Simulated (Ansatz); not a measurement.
This Sn3Te structure is the end of a relaxation. The cell was found from a structure generator's guess, not taken from experiment.

These are results of Ansatz, DFT PBE, scalar-relativistic, plane waves, PAW, not measurements. Cutoff 420 eV, Γ-centred mesh, Gaussian smearing, no spin polarisation.

```
Sn Te
1.0
    -3.12843    3.12843    3.12843
     3.12843   -3.12843    3.12843
     3.12843    3.12843   -3.12843
Sn Te
3 1
Direct
  0.00000 0.50000 0.50000
  0.50000 0.00000 0.50000
  0.50000 0.50000 0.00000
  0.00000 0.00000 0.00000
```

Energies over the elements count from the elements' standard structures at the same level, with no fitted energy shifts. The references include grey tin.

Question: Find its symmetry and describe it.

Answer: Im-3m (No. 229). Conventional cell: a = 6.257 Å. Sn has 2 Te at 3.13 Å and 4 Sn at 3.13 Å; around Te lie 6 Sn at 3.13 Å.

Question: How far does it lie from the elements in energy?

Answer: −0.08 eV/atom. Whether it is stable depends on the other phases of the system, which aren't compared here.

Question: Is it a metal?

Answer: Yes, bands cross the Fermi level on the 10×10×10 mesh.

The last run used a 10×10×10 mesh for its 4-atom cell and Gaussian smearing of 0.10 eV. Spin–orbit coupling, which can matter for Te, is left out. The reference form of Te is held partly by dispersion forces, which this level lacks. A structure relaxed within its symmetry needn't be a true minimum.
